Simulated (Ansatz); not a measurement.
A distorted cell of Ag (hcp, Mg type):

```xyz
2
Lattice="2.8833 0.0000 0.0000 -1.4416 2.4970 0.0000 0.0000 0.0000 4.7182" Properties=species:S:1:pos:R:3 pbc="T T T"
Ag     0.0000     1.6646     1.1796
Ag     1.4416     0.8323     3.5387
```

Calculation: r2SCAN (plane waves to 500 eV, PAW, scalar-relativistic; Ansatz, a first-principles code). k mesh 18×18×10 (Γ-centred), Fermi-Dirac smearing 0.05 eV. E stands for the smeared free energy. Stress and pressure are positive under compression. Ag was relaxed with its symmetry unable to fall. This is one of several known forms of Ag; the measured ambient cells at hand have space group No. 225.

Problem. What is the stress tensor (GPa)?

Solution. 
```
    2.2      0.0      0.0
    0.0      2.2      0.0
    0.0      0.0      2.2
```
The pressure, a third of the trace, is 2.2 GPa.

Problem. It is the relaxed cell scaled evenly to V/V₀ = 0.980, atoms relaxed where free. What is its energy relative to the relaxed cell?

Solution. 2 meV/atom.

(A scan under strain: stresses follow from slopes of the energy per volume, elastic moduli from its curvatures.)
